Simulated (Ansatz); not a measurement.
MgTe (wurtzite, P6_3mc), the program Ansatz at the PBE level (PAW). The conduction-band minimum lies at Γ, with 1 equivalent valley. Second derivatives d²E/dk² of the lowest band at one valley (eV·Å²), along Cartesian directions:

```
direction  d²E/dk²
---------  -------
[100]        42.99
[010]        42.99
[001]        48.08
[110]        42.99
[101]        45.55
[011]        45.55
```

Question: Find the principal effective masses, the density-of-states mass and the conductivity mass.

Answer: Off-diagonal terms follow from H_xy = H[110] − (H_xx + H_yy)/2, and m*/mₑ = 7.620 eV·Å² over each eigenvalue: 0.16, 0.18, 0.18. One valley's DOS mass (m₁m₂m₃)^(1/3) = 0.17, conductivity mass 3/(Σ 1/mᵢ) = 0.17 mₑ.

Question: What effective density of states Nc follows at 300 K for parabolic valleys?

Answer: Nc = 2.509e19 × 1 × (0.17)^(3/2) ≈ 1.8e18 cm⁻³.

The cell was relaxed with PBE under the symmetry of its start; of distortions, only those at the zone centre were tested. Spin–orbit coupling is left out wherever it is not named.

Potentials: the later of the program's two PAW sets.

Edges and masses are those of Kohn–Sham bands, whose gap is no quasiparticle gap.
